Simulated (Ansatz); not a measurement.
Relaxing a structure of ScPt

The start is a generated trial cell of ScPt in the AFLOW prototype AB_hR6_160_3a_3a (as in SiC). A full variable-cell relaxation at zero pressure is run with PBEsol (plane waves to 420 eV, PAW, scalar-relativistic; Ansatz, an electronic-structure program). First-step values are on the input's coarse k-mesh.

Ansatz input (later rounds restart from its end on a renewed k-mesh):
Ansatz 0.2 input:
```yaml
crystal:
  lattice:
    - [1.8461299, 1.0658636, 9.0441569]
    - [-1.8461299, 1.0658636, 9.0441569]
    - [0, -2.1317271, 9.0441569]
  atoms:
    - { symbol: Pt, position: [0, 0, 0] }
    - { symbol: Pt, position: [0.22222, 0.22222, 0.22222] }
    - { symbol: Pt, position: [0.77778, 0.77778, 0.77778] }
    - { symbol: Sc, position: [0.08333, 0.08333, 0.08333] }
    - { symbol: Sc, position: [0.30556, 0.30556, 0.30556] }
    - { symbol: Sc, position: [0.86111, 0.86111, 0.86111] }
basis: { ecutwfc: 420, ecutrho_ratio: 4, xc_grid: 2, fft_grid_basis: typed }
kpoints: { mp_grid: { grid: [10, 10, 10] } }
hamiltonian:
  xc: pbesol
  dispersion: none
  pseudopotentials: { kind: paw }
scf: { occupations: { method: fermi_dirac, width: 0.05 } }
relax: { f_tol: 0.01, max_steps: 100, cell: { stress_tol: 0.02 } }
output: { forces: true, stress: true }
```

Q: By how much does the energy per atom fall from start to end?

A: About 1.6 eV/atom.

Q: How does the volume per atom move from start to end?

A: +15.7 %, from 17.80 to 20.60 Å³/atom.

Q: How do the shortest distances between atoms change?

A: The closest pairs of elements (up to four, under 3.6 Å), start → end: Pt–Sc 2.26 → 2.63 Å; Pt–Pt 3.69 → 3.13 Å; Sc–Sc 3.69 → 3.20 Å.

Q: Give the final cell and atomic positions.

A: 
Space group R3m, hexagonal axes (No. 160); a = 4.3885 Å, b = 4.3885 Å, c = 22.2308 Å, α = 90.00°, β = 90.00°, γ = 120.00°

```tsv
atom	site	symmetry	x	y	z
Pt	3a	3m	0.0000	0.0000	0.0191
Pt	3a	3m	0.0000	0.0000	0.7742
Pt	3a	3m	0.0000	0.0000	0.2695
Sc	3a	3m	0.0000	0.0000	0.8942
Sc	3a	3m	0.0000	0.0000	0.6532
Sc	3a	3m	0.0000	0.0000	0.1397
```
(The calculation used a cell of 6 atoms; values per cell refer to that cell.)

The space group stays R3m (No. 160) (the run could not lower it), with 6 atoms in the primitive cell. Final values are on a 12×12×12 k-mesh of the relaxed cell. The start holds a very short contact (Pt–Sc 2.26 Å). No spin polarisation in the result.

The run could not lose the symmetry of its start, so the end can be a saddle point.

The relaxed structure here is a generated cell of ScPt: the first start was made by placing the elements on the sites of a structure type, and the end was not matched to a known phase here, so it may be hypothetical.
